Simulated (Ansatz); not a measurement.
## Si4Mo3: zone-centre modes

Method: DFT PBE, scalar-relativistic, plane waves, PAW in Ansatz. Cutoff 420 eV, 14×14×14 k-points (Γ-centred), Gaussian smearing of 0.10 eV. No spin polarisation. Phonons by linear response, acoustic sum rule imposed.

The cell, relaxed at this level:
```
CELL_PARAMETERS angstrom
-1.59882 1.59882 9.51621
1.59882 -1.59882 9.51621
1.59882 1.59882 -9.51621
ATOMIC_POSITIONS crystal
Si 0.43105 0.43105 0.00000
Si 0.56895 0.56895 0.00000
Si 0.85866 0.85866 0.00000
Si 0.14134 0.14134 0.00000
Mo 0.00000 0.00000 0.00000
Mo 0.29424 0.29424 0.00000
Mo 0.70576 0.70576 0.00000
```

It was reached by relaxing an invented guess, and it needn't be the stable form of this composition. In a metal, frequencies depend on the k mesh and the smearing, soft modes most.

Question: Is this structure stable against zone-centre distortions?

Answer: Yes, at Γ: no optical mode is imaginary. Strains and other wave vectors aren't tested by this run.

Question: List the optical modes at Γ (i marks imaginary ones).

Answer:
| frequency (THz) | degeneracy |
| --- | --- |
| 4.81 | 2 |
| 5.39 | 2 |
| 6.38 | 1 |
| 7.37 | 1 |
| 7.99 | 2 |
| 8.26 | 2 |
| 9.45 | 2 |
| 9.51 | 1 |
| 9.65 | 2 |
| 10.62 | 1 |
| 11.10 | 1 |
| 12.49 | 1 |
